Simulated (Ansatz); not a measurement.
F in its lowest state found on the top face of a (100) slab of AlNi (Pm-3m (No. 221)), 6 planes, outer planes Al (top) and Ni (bottom); 1 a cell of 8.19 Å², its atoms last:

```xyz
7
Lattice="2.8622 0.0000 0.0000 0.0000 2.8622 0.0000 0.0000 0.0000 26.1554" Properties=species:S:1:pos:R:3 pbc="T T T"
Ni    1.4311    1.4311    8.5000
Al    0.0000    0.0000    9.9311
Ni    1.4311    1.4311   11.3622
Al    0.0000    0.0000   12.7632
Ni    1.4311    1.4311   14.1807
Al    0.0000    0.0000   15.6623
F     0.0000    1.4311   16.9099
```

The calculation used Ansatz, DFT PBEsol, scalar-relativistic, plane waves, PAW. Cutoff 420 eV; k points 10×10×1 on the computed 7-atom cell (Γ-centred); Gaussian smearing, width 0.10 eV; no spin polarisation. A dipole correction removes the field between periodic images along c.

The clean top face has a work function of 4.08 eV. Adsorption changes the slab's dipole along +c by Δp = -0.0442 e·Å a cell (-0.21 D an adsorbate).

**Question.** What change of work function does the Helmholtz equation give?

**Answer.** A sheet of dipoles makes a step in an electron's potential energy of −e·Δp/(ε0·A), and e/ε0 = 180.95 eV·Å for Δp in e·Å: −180.95 × (-0.0442)/8.19 = +0.98 eV. This is the change of φ(top) − φ(bottom). If the bottom face is unmoved, φ(top) becomes 5.06 eV.

**Question.** How does that compare with the calculation?

**Answer.** φ(top) changes by +0.94 eV and φ(bottom) by -0.03 eV, so their difference changes by +0.97 eV. The bottom face hardly moves.

**Question.** What does the sign say about the electrons?

**Answer.** The change of dipole points into the surface (negative end outward), so the work function rises. Electrons gather on the vacuum side. Δp also holds the adsorbate's own dipole and the moves of the surface atoms, so it isn't a charge transfer alone.